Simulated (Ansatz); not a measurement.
# Wurtzite alloy of AlN and SiC (12 of 48 Al sites, 12 of 48 N sites exchanged), 96 atoms

Ansatz, PAW, plane waves. PBEsol relaxation of cell lengths and atoms (angles held) at the single k point (¼, ¼, ¼) without its symmetry partners; single points on the relaxed atoms at the Γ point alone, onto which points of the small cell's zone fold. Arrangement: quasirandom. No spin–orbit coupling unless named.

Relaxed structure:

```
Al Si C N
1.0
     9.36706    0.00000    0.00000
     0.00000   10.79755    0.00000
     0.00000    0.00000    9.97635
Al Si C N
36 12 12 36
Direct
  0.16432 0.08130 0.24908
  0.99920 0.33579 0.25051
  0.00119 0.33178 0.74850
  0.49679 0.08655 0.75187
  0.33187 0.33618 0.25317
  0.32976 0.33440 0.74299
  0.17233 0.58478 0.24771
  0.99993 0.83568 0.24878
  0.99926 0.83183 0.75073
  0.83352 0.08053 0.26199
  0.83662 0.08074 0.72660
  0.66769 0.33333 0.25518
  0.66744 0.33761 0.74039
  0.33633 0.83406 0.25022
  0.82868 0.58368 0.24883
  0.83589 0.57802 0.75163
  0.66297 0.83204 0.24865
  0.66634 0.83327 0.74314
  0.00746 0.17053 0.48602
  0.99922 0.16507 0.00473
  0.33187 0.16319 0.49649
  0.16967 0.42122 0.49695
  0.16029 0.41190 0.00305
  0.99963 0.66779 0.49786
  0.66663 0.16732 0.50141
  0.67197 0.16632 0.99703
  0.49583 0.41602 0.49745
  0.33215 0.66641 0.99662
  0.16354 0.91681 0.49813
  0.16840 0.91586 0.00338
  0.83294 0.41753 0.49734
  0.83642 0.41692 0.00362
  0.66467 0.66360 0.50168
  0.66655 0.66907 0.99122
  0.49941 0.92128 0.99537
  0.83169 0.91311 0.49793
  0.17151 0.08644 0.75302
  0.50225 0.08288 0.24676
  0.16215 0.58478 0.74953
  0.49727 0.58520 0.24711
  0.50335 0.57827 0.74857
  0.33405 0.83882 0.74814
  0.33712 0.16490 0.00096
  0.99684 0.66790 0.00222
  0.50116 0.41450 0.99876
  0.33520 0.66746 0.48879
  0.50209 0.91243 0.49843
  0.82843 0.91839 0.00153
  0.99879 0.16731 0.19740
  0.34255 0.66704 0.18538
  0.65981 0.65797 0.70286
  0.48793 0.91759 0.68462
  0.83046 0.91230 0.17930
  0.18093 0.08403 0.93537
  0.99716 0.33213 0.93701
  0.32947 0.32906 0.44350
  0.83545 0.08262 0.45869
  0.66397 0.33495 0.44512
  0.49002 0.58633 0.43205
  0.65620 0.83287 0.44200
  0.02031 0.16146 0.68756
  0.34654 0.16340 0.18170
  0.32546 0.16489 0.69203
  0.16927 0.42158 0.18929
  0.16923 0.43269 0.69521
  0.00231 0.66404 0.17833
  0.01126 0.66327 0.69252
  0.65277 0.16381 0.18876
  0.66057 0.16895 0.69877
  0.50028 0.42499 0.17549
  0.49269 0.42461 0.69820
  0.32627 0.66746 0.69093
  0.17205 0.91240 0.19081
  0.17180 0.91777 0.69647
  0.82922 0.42056 0.19073
  0.83776 0.41597 0.69003
  0.65552 0.65912 0.18263
  0.49456 0.92876 0.18597
  0.83859 0.90865 0.69289
  0.17411 0.07615 0.43927
  0.00410 0.34420 0.44451
  0.49275 0.06951 0.42753
  0.49510 0.09146 0.94311
  0.34483 0.32975 0.94571
  0.17294 0.59487 0.44363
  0.15678 0.59305 0.92966
  0.00462 0.82935 0.44066
  0.99427 0.82613 0.94324
  0.83143 0.07020 0.93025
  0.65718 0.34103 0.94153
  0.49283 0.57087 0.93053
  0.33469 0.83010 0.44797
  0.33556 0.82940 0.92544
  0.83825 0.58722 0.43796
  0.84339 0.59158 0.94547
  0.66970 0.84002 0.93995
```

Q: What are the mean bond lengths by pair (pairs within 1.2 times the sum of covalent radii, less contacts 15 % beyond the pair's median; cation–cation pairs of compounds aside; long ionic contacts are cut short by that bound)?

A: Al–C 1.919 ± 0.040 Å (standard deviation, 38 bonds); Al–N 1.933 ± 0.057 Å (standard deviation, 106 bonds); C–Si 1.804 ± 0.032 Å (standard deviation, 10 bonds); N–Si 1.819 ± 0.068 Å (standard deviation, 38 bonds).

Q: What gap lies between the top filled and the lowest empty level in the single points?

A: HSE06 3.33 eV (3.7 min on 7 threads of Neoverse-V2).
